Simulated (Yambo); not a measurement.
```xyz
4
Lattice="3.0509 0.0000 0.0000 -1.5254 2.6421 0.0000 0.0000 0.0000 5.0391" Properties=species:S:1:pos:R:3 pbc="T T T"
N      1.5254     0.8807     4.4245
N      0.0000     1.7614     1.9049
Al     1.5254     0.8807     2.5295
Al     0.0000     1.7614     0.0099
```

AlN (wurtzite, space group P6_3mc, No. 186) under biaxial strain of -2 % along x and y, z relaxed: mean Im ε in 1 eV windows above the direct gap of 5.97 eV, for different electron-hole kernels (Yambo, broadening 0.15 eV, norm-conserving PBEsol (Quantum ESPRESSO, 84 Ry, without SOC) bands; 9×9×6 mesh, 5 valence and 2 conduction bands, static screening with 23 bands and a 4 Ry block, scissor 1.52 eV, Tamm-Dancoff; field along x).

| window (eV) | independent quasiparticles | BSE |
|---|---|---|
| 6.0 to 7.0 | 0.8 | 4.6 |
| 7.0 to 8.0 | 2.7 | 8.0 |
| 8.0 to 9.0 | 6.3 | 5.7 |
| 9.0 to 10.0 | 7.1 | 2.4 |

This run doesn't resolve bound excitons or single peaks, so only averages are given, and they too depend on the mesh; weight that the attraction moves below the gap isn't listed. All transitions below 10.12 eV are in the band window. The scissor comes from a G0W0 run whose convergence isn't established.
